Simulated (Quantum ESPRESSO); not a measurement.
**Band energies of Cs$_{2}$Se at -3 % isotropic strain**

```
CELL_PARAMETERS angstrom
      2.84254     1.64114     4.63201
     -2.84254     1.64114     4.63201
      0.00000    -3.28229     4.63201
ATOMIC_POSITIONS crystal
  Se 0.00000 0.00000 0.00000
  Cs 0.74969 0.74969 0.74969
  Cs 0.25031 0.25031 0.25031
```

PBEsol (pw.x of Quantum ESPRESSO, ONCV potentials, scalar-relativistic); path ΓLB1,BZΓX,QFP1Z,LP; energies in eV from the valence-band maximum.

```
k (1/Å)  point  band 13  band 14  band 15  band 16  band 17  band 18  band 19  band 20
-------  -----  -------  -------  -------  -------  -------  -------  -------  -------
0.00         Γ    -7.70    -7.70    -0.81    -0.81    -0.80     2.01     3.24     3.24
0.34              -7.83    -7.62    -0.69    -0.60    -0.60     3.04     3.72     3.73
0.68         L    -8.07    -7.67    -0.37    -0.37    -0.37     3.49     4.40     4.42
0.79              -7.92    -7.68    -0.37    -0.37    -0.34     3.33     4.47     4.59
1.12              -7.53    -7.52    -0.42    -0.42    -0.09     2.86     4.29     4.33
1.23        B1    -7.50    -7.49    -0.42    -0.42    -0.06     2.85     4.25     4.26
1.23         B    -7.50    -7.49    -0.42    -0.42    -0.06     2.85     4.25     4.26
1.45              -7.62    -7.61    -0.41    -0.40    -0.17     2.92     4.43     4.56
1.78         Z    -8.08    -7.67    -0.37    -0.37    -0.36     3.49     4.41     4.41
1.90              -8.01    -7.65    -0.42    -0.40    -0.40     3.47     4.31     4.31
2.23              -7.76    -7.64    -0.77    -0.71    -0.71     2.55     3.47     3.47
2.46         Γ    -7.70    -7.70    -0.81    -0.81    -0.80     2.01     3.24     3.24
2.67              -7.68    -7.67    -0.81    -0.74    -0.67     2.47     3.39     3.47
2.98              -7.77    -7.57    -0.54    -0.46    -0.34     3.11     3.96     4.35
3.29         X    -7.69    -7.47    -0.64    -0.16    -0.12     2.74     4.14     4.68
3.29         Q    -7.69    -7.47    -0.64    -0.16    -0.12     2.74     4.14     4.68
3.57         F    -7.55    -7.44    -0.95     0.00     0.00     2.58     3.96     4.20
3.84        P1    -7.69    -7.47    -0.64    -0.16    -0.12     2.74     4.15     4.68
4.13              -7.80    -7.69    -0.42    -0.32    -0.31     3.14     4.57     4.69
4.32         Z    -8.08    -7.67    -0.37    -0.37    -0.36     3.49     4.41     4.41
4.32         L    -8.07    -7.67    -0.37    -0.37    -0.37     3.49     4.40     4.42
4.42              -7.94    -7.67    -0.38    -0.36    -0.35     3.36     4.44     4.58
4.80         P    -7.69    -7.47    -0.64    -0.16    -0.12     2.74     4.15     4.68
```

The PBEsol gap is indirect, 2.01 eV, from F to Γ; the smallest direct gap is 2.58 eV.

Spin-orbit splittings are left out.

Geometry strained from the cell relaxed with PBEsol, atoms relaxed again.

The structure is a Materials Project entry; no match was found in the copy of COD used, and its stability was not checked.
